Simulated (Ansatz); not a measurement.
# Ba2YHO3, first-principles data

Ba₂YHO₃:
```yaml
crystal:
  lattice:
    - [-2.08338, 2.18863, 6.87940]
    - [2.08338, -2.18863, 6.87940]
    - [2.08338, 2.18863, -6.87940]
  atoms:
    - { symbol: Y, position: [0.00000, 0.00000, 0.00000] }
    - { symbol: O, position: [0.50000, 0.00000, 0.50000] }
    - { symbol: H, position: [0.00000, 0.50000, 0.50000] }
    - { symbol: O, position: [0.16374, 0.16374, 0.00000] }
    - { symbol: O, position: [0.83626, 0.83626, 0.00000] }
    - { symbol: Ba, position: [0.34784, 0.34784, 0.00000] }
    - { symbol: Ba, position: [0.65216, 0.65216, 0.00000] }
```

Space group Immm (No. 71); conventional cell a = 4.167 Å, b = 4.377 Å, c = 13.759 Å, α = β = γ = 90.00°.

Method: r²SCAN in the plane-wave PAW code Ansatz. Geometry: relaxed at this level of theory. Other levels are named where they apply.

**Cell and energy**

```yaml
volume_per_atom: 17.92 Å³
density: 5.46 g/cm³
Formation energy from the elements (no fitted shifts): -2.63 eV/atom
```

**Electronic structure**

```yaml
band_gap: 3.61 eV (smallest direct gap 3.62 eV)
valence_band_maximum: at R (k = 0.000, 0.500, 0.000 in fractions of the reciprocal vectors)
conduction_band_minimum: on the Γ–X line, 40 % of the way from Γ (k = 0.198, 0.198, -0.198 in fractions of the reciprocal vectors) (2 equivalent valleys)
electron_effective_mass: 0.46, 0.52, 1.5 mₑ (principal values)
Electron effective mass with spin–orbit coupling: 0.46, 0.52, 1.5 mₑ (principal values)
hole_effective_mass: 0.60, 3.8, 8.8 mₑ (principal values)
Hole effective mass with spin–orbit coupling: 0.62, 3.9, 3.9 mₑ (principal values)
HSE06 gap on the r²SCAN cell: 4.56 eV
Gap with spin–orbit coupling: 3.61 eV
```

**Mechanics**

```yaml
Bulk modulus (Birch–Murnaghan fit): 79.9 GPa
Pressure derivative B′: 4.4
```

**Charges**

```yaml
bader_charges: Y +2.10, O -1.47 to -1.46, H -0.71, Ba +1.51 e
```

The start of the workflow was typed in or built on a structure type; neither database checked (COD, Materials Project) lists it. Whether it is the stable phase at ambient conditions was not checked. The r²SCAN relaxation kept the symmetry of its start; its stability against distortions is not shown here. No spin polarisation was allowed. The references are the lowest solids computed at this level, not always the standard phases (solids in place of the gases). Spin–orbit coupling is left out wherever it is not named.

Potentials: the earlier of the program's two PAW sets. The files were generated under PBE; for other functionals the program regenerates the frozen cores, and for LDA and PBEsol the local potential too.
